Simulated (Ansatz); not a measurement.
A relaxation computed with Ansatz, from input to last step.

```yaml
crystal:
  lattice:
    - [-4.2086549818, -4.2086549818, 0.0]
    - [-4.2086549818, 4.2086549818, 0.0]
    - [2.1043274909, 2.1043274909, -9.0065957579]
  atoms:
    - { symbol: In, position: [0.1624856994, 0.5, 0.3249713988] }
    - { symbol: In, position: [0.6624856994, 0.0, 0.3249713988] }
    - { symbol: Tl, position: [0.8375143006, 0.5, 0.6750286012] }
    - { symbol: In, position: [0.3375143006, 0.0, 0.6750286012] }
    - { symbol: Ga, position: [0.5, 0.5, 0.0] }
    - { symbol: Ga, position: [1.0, 0.0, 0.0] }
    - { symbol: As, position: [1.0, 0.25, 0.5] }
    - { symbol: As, position: [0.5, 0.75, 0.5] }
    - { symbol: As, position: [0.1757146568, 0.75, 0.8514293137] }
    - { symbol: As, position: [0.6757146568, 0.25, 0.8514293137] }
    - { symbol: As, position: [0.8242853432, 0.75, 0.1485706863] }
    - { symbol: As, position: [0.3242853432, 0.25, 0.1485706863] }
basis:
  ecutwfc: 420
kpoints:
  mp_grid: { grid: [6, 6, 6] }
hamiltonian:
  xc: pbesol
scf:
  occupations: { method: gaussian, width: 0.1 }
output:
  forces: true
  stress: true
  eigenvalues: true
relax:
  adjacent_minimum: "off"
  f_tol: 0.015
  max_steps: 60
  cell: { stress_tol: 0.15 }
```

```bash
ansatz run input.yaml --threads 2 --pin off --max-ram 5120MiB --backend cpu --events-out ev --progress --plain --runs-dir out
```

The calculation used DFT PBEsol, scalar-relativistic, plane waves, PAW (Ansatz 0.2.0).

Of 4 frames 3 are shown, positions in Å and forces in eV/Å; the SCF threshold varies from step to step. Steps run on the plane waves of an earlier cell, with a Pulay correction in the pressure. The basis is chosen afresh for the last frame, the zero of the energies, and at times for earlier ones too; energy and pressure step there, also at an unchanged geometry.

```xyz
12
Lattice="-4.2087 -4.2087 0.0000 -4.2087 4.2087 0.0000 2.1043 2.1043 -9.0066" Properties=species:S:1:pos:R:3:forces:R:3 pbc="T T T" step=1 free_energy_over_end_meV_per_atom=2.10 pressure_GPa=-0.01
In   -2.1043    2.1043   -2.9269    0.0000    0.0000   -0.0065
In   -2.1043   -2.1043   -2.9269    0.0000    0.0000   -0.0040
Tl   -4.2087    0.0000   -6.0797    0.0000    0.0000   -0.0225
In    0.0000    0.0000   -6.0797    0.0000    0.0000    0.0085
Ga   -4.2087    0.0000    0.0000    0.0000    0.0000   -0.0042
Ga   -4.2087   -4.2087    0.0000    0.0000    0.0000   -0.0053
As   -4.2087   -2.1043   -4.5033    0.0005   -0.2901    0.2204
As   -4.2087    2.1043   -4.5033   -0.0005    0.2901    0.2204
As   -2.1043    4.2087   -7.6685   -0.2819    0.0005   -0.0989
As   -2.1043    0.0000   -7.6685    0.2819   -0.0005   -0.0989
As   -6.3130    0.0000   -1.3381    0.0008    0.0024   -0.1044
As   -2.1043    0.0000   -1.3381   -0.0008   -0.0024   -0.1044
12
Lattice="-4.2113 -4.2077 0.0000 -4.2113 4.2077 0.0000 2.1056 2.1038 -9.0009" Properties=species:S:1:pos:R:3:forces:R:3 pbc="T T T" step=2 free_energy_over_end_meV_per_atom=1.73 pressure_GPa=0.04
In   -2.1057    2.1039   -2.9130    0.0000    0.0000   -0.0280
In   -2.1056   -2.1038   -2.9127    0.0000    0.0000   -0.0326
Tl   -4.2113    0.0000   -6.0618    0.0000    0.0000   -0.0084
In    0.0000    0.0000   -6.0655    0.0000    0.0000   -0.0311
Ga   -4.2113    0.0000   -0.0265    0.0000    0.0000    0.0528
Ga   -4.2113   -4.2077   -0.0272    0.0000    0.0000    0.0562
As   -4.2111   -2.1630   -4.4470   -0.0020    0.2285   -0.1862
As   -4.2115    2.1631   -4.4470    0.0020   -0.2285   -0.1862
As   -2.1575    4.2079   -7.6888    0.2215    0.0003    0.0757
As   -2.0538   -0.0002   -7.6888   -0.2215   -0.0003    0.0757
As   -6.3167    0.0004   -1.3632    0.0517   -0.0569    0.1061
As   -2.1059   -0.0003   -1.3632   -0.0517    0.0569    0.1061
12
Lattice="-4.2103 -4.2080 0.0000 -4.2109 4.2085 0.0000 2.1052 2.1040 -9.0043" Properties=species:S:1:pos:R:3:forces:R:3 pbc="T T T" step=4 free_energy_over_end_meV_per_atom=0.00 pressure_GPa=-0.02
In   -2.1054    2.1043   -2.9249    0.0000    0.0000   -0.0068
In   -2.1052   -2.1040   -2.9176    0.0000    0.0000    0.0102
Tl   -4.2106    0.0003   -6.0732    0.0000    0.0000    0.0027
In    0.0000    0.0000   -6.0740    0.0000    0.0000    0.0026
Ga   -4.2106    0.0003   -0.0082    0.0000    0.0000   -0.0004
Ga   -4.2103   -4.2080   -0.0139    0.0000    0.0000   -0.0088
As   -4.2084   -2.1370   -4.4746   -0.0034    0.0133   -0.0109
As   -4.2128    2.1375   -4.4746    0.0034   -0.0133   -0.0109
As   -2.1353    4.2099   -7.6799    0.0098   -0.0039    0.0106
As   -2.0756   -0.0013   -7.6799   -0.0098    0.0039    0.0106
As   -6.3120   -0.0041   -1.3502    0.0031   -0.0012    0.0005
As   -2.1092    0.0046   -1.3502   -0.0031    0.0012    0.0005
```

The run took 3.6 min on 2 threads of Intel(R) Xeon(R) 6975P-C (Granite Rapids) (shared host), peak memory 1.8 GiB.

Spin–orbit coupling is left out, which can shift energies with elements as heavy as these.